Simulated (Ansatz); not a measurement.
BeS (NiAs type), relaxed with PBE (Ansatz, a first-principles code, plane waves, PAW): a = b = 3.3006 Å, c = 5.2470 Å, α = β = 90.00°, γ = 120.00°.

gap (eV): 1.44
ΔH_f (eV/atom): -0.55
B₀ by P(V) fit (GPa): 108
K_Hill (GPa): 108
G_Hill (GPa): 35.9
ε∞: 9.08
highest Γ mode, no LO–TO term (cm⁻¹): 582
electron conductivity mass (mₑ): 0.48
Θ_D (K): 522

**Question.** The same phase is relaxed and computed with PBEsol in the same code. What are the cell and these values now?

**Answer.** a = 3.271 Å, b = 3.271 Å, c = 5.207 Å, α = 90.00°, β = 90.00°, γ = 120.00°.

* **gap (eV)**: 1.39
* **ΔH_f (eV/atom)**: -0.65
* **B₀ by P(V) fit (GPa)**: 115
* **K_Hill (GPa)**: 115
* **G_Hill (GPa)**: 44.9
* **ε∞**: 9.31
* **highest Γ mode, no LO–TO term (cm⁻¹)**: 595
* **electron conductivity mass (mₑ)**: 0.48
* **Θ_D (K)**: 580

Constructed cells (a structure type filled with these elements, in neither database checked): BeS, NiAs type. Unstable at this level: BeS, NiAs type with PBE; BeS, NiAs type with PBEsol. All cells were relaxed under the symmetry of their starts (and spin orders); stability against distortions was not tested throughout.

Potentials: the later of the program's two PAW sets.

Ansatz is a plane-wave DFT program.

Formation energies count from the lowest solids of the elements computed at the same level, not from gases.
